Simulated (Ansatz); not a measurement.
Here is an unrelaxed guess for GdTiO.

```
Gd Ti O
1.0
     3.79540    0.00000    0.00000
    -1.89770    3.28691    0.00000
     0.00000    0.00000    4.64116
Gd Ti O
1 1 1
Direct
  0.00000 0.00000 0.00000
  0.66667 0.33333 0.50000
  0.33333 0.66667 0.50000
```

Computed with DFT PBE, scalar-relativistic, plane waves, PAW in Ansatz 0.2.0. Plane waves to 420 eV, a k mesh through Γ of 6×6×4 on the computed 3-atom cell and Gaussian smearing (0.10 eV); collinear spin from starting moments 7.0 1.0 0.0 μB.

Formation energies are uncorrected and refer to the elements' standard structures at the same level (O₂ as a molecule).

Task: What does a single point on this coarse mesh give?

Result: The pressure is -6.9 GPa (the mean over three directions, positive in compression), the largest force is 0.00 eV/Å (symmetry fixes the atoms), and the energy is −0.92 eV/atom against the elements. The shortest distance is 2.19 Å.

Task: How much does it gain on relaxing, and where does it end?

Result: Relaxing gains about 0.33 eV/atom (the start's value is from the coarse mesh, so the gain is rough) in 17 ionic steps and ends at −1.25 eV/atom on the finer mesh. The symmetry stays P-6m2 (No. 187). The volume per atom grows by 1.6 %, from 19.3 to 19.6 Å³. The shortest distance goes from 2.19 Å (Ti–O) to 1.94 Å (Ti–O). The ratio c/a of the conventional cell changes by a factor of 1.47. Conventional cell: a = 3.355 Å, c = 6.035 Å. Gd has 6 Gd at 3.35 Å, 6 O at 3.59 Å and 6 Ti at 3.59 Å; Ti has 3 O at 1.94 Å, 6 Ti at 3.35 Å and 6 Gd at 3.59 Å; around O lie 3 Ti at 1.94 Å, 6 O at 3.35 Å and 6 Gd at 3.59 Å.

The last run used collinear spin, an 18×18×8 mesh (in the run's order of axes) for its 3-atom cell and Gaussian smearing of 0.10 eV. The 4f shell of Gd is treated without a Hubbard U, which places its levels poorly. Another magnetic order may lie lower. The relaxation can't lower the symmetry of the start. Symmetry constrained the relaxation, so the result can be a saddle point. Another cell of GdTiO relaxed alike, in P4/mmm, lies 0.56 eV/atom lower, so this cell isn't the stable form at this level.
